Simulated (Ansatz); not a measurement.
InP (zinc blende), relaxed with PBE (Ansatz, an electronic-structure program, plane waves, PAW): a = 5.9589 Å, b = 5.9589 Å, c = 5.9589 Å, α = 90.00°, β = 90.00°, γ = 90.00°.

```
Quantity                         Result
-------------------------------  ------
gap (eV)                           0.44
ΔH_f (eV/atom)                    -0.24
B₀ by P(V) fit (GPa)               59.2
electron conductivity mass (mₑ)   0.036
```

Problem. The same phase is relaxed and computed with r²SCAN in the same code. What are the cell and these values now?

Solution. a = 5.9066 Å, b = 5.9066 Å, c = 5.9066 Å, α = 90.00°, β = 90.00°, γ = 90.00°.

- gap (eV) = 1.03
- ΔH_f (eV/atom) = -0.38
- B₀ by P(V) fit (GPa) = 68.2
- electron conductivity mass (mₑ) = 0.074

All cells were relaxed under the symmetry of their starts (and spin orders); stability against distortions was not tested throughout. Scalar-relativistic: spin–orbit coupling is off unless named, which matters more the heavier the elements.

Potentials: the later of the program's two PAW sets.

Ansatz is a plane-wave DFT program.

Formation energies count from the lowest solids of the elements computed at the same level, not from gases.
